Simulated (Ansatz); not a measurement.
InGaAs$_{2}$ in space group P-4m2 (No. 115; In on 1d, Ga on 1b, As on 2g) under volume change, PBEsol in the plane-wave PAW code Ansatz, shape and atoms relaxed at each volume.

```tsv
V (Å³/atom)	E − E(relaxed) (meV/atom)	P (GPa)
23.059	___	___
23.819	19.5	4.36
24.579	___	___
25.339	0.0	0.00
26.100	4.1	-1.69
26.860	15.6	-3.12
27.620	33.3	-4.31
```

### Question
What belongs in the gaps?

### Answer

- 24.579, E − E(relaxed) (meV/atom): 4.6
- 24.579, P (GPa): 2.00
- 23.059, E − E(relaxed) (meV/atom): 46.8
- 23.059, P (GPa): 7.19

### Question
What does a third-order Birch–Murnaghan fit give for V₀, B₀ and B′?

### Answer
V₀ = 25.34 Å³/atom, B₀ = 61.2 GPa, B′ = 4.7.

The first step of the workflow began from a Materials Project structure, measured or hypothetical; the Crystallography Open Database copy checked does not list it. With In and Ga taken as one species the cell has the higher symmetry F-43m, so it may be an ordered model of a mixed-site phase. Its standing as an ambient phase is unchecked. Symmetry was held in the PBEsol relaxation; its stability against distortions is not shown here. Spin–orbit coupling is left out wherever it is not named.

Potentials: the later of the program's two PAW sets.
